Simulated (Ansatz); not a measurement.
Given:

SrO:
```
CELL_PARAMETERS angstrom
      4.27006     0.00000     0.00000
     -2.13503     3.69798     0.00000
      0.00000     0.00000     5.14440
ATOMIC_POSITIONS crystal
  Sr 0.33333 0.66667 0.75000
  Sr 0.66667 0.33333 0.25000
  O  0.33333 0.66667 0.25000
  O  0.66667 0.33333 0.75000
```

This is the r²SCAN-relaxed structure.

**Question.** All from plane-wave PAW r²SCAN (Ansatz code), unless another level is named. Estimate the electron effective mass.

**Answer.** 0.37, 0.37, 0.51 mₑ (principal values).

**Question.** Next, the band gap?

**Answer.** 3.03 eV (direct).

**Question.** And the hole effective mass?

**Answer.** 0.36, 4.1, 4.1 mₑ (principal values).

Space group P6_3/mmc. The first step of the workflow began from a Materials Project structure, measured or hypothetical; the Crystallography Open Database copy checked does not list it. It is not the phase usual at ambient conditions (space group No. 225). The cell was relaxed with r²SCAN under the symmetry of its start; phonons on a q-mesh show no instability. Spin–orbit coupling is left out wherever it is not named.

Potentials: the later of the program's two PAW sets.
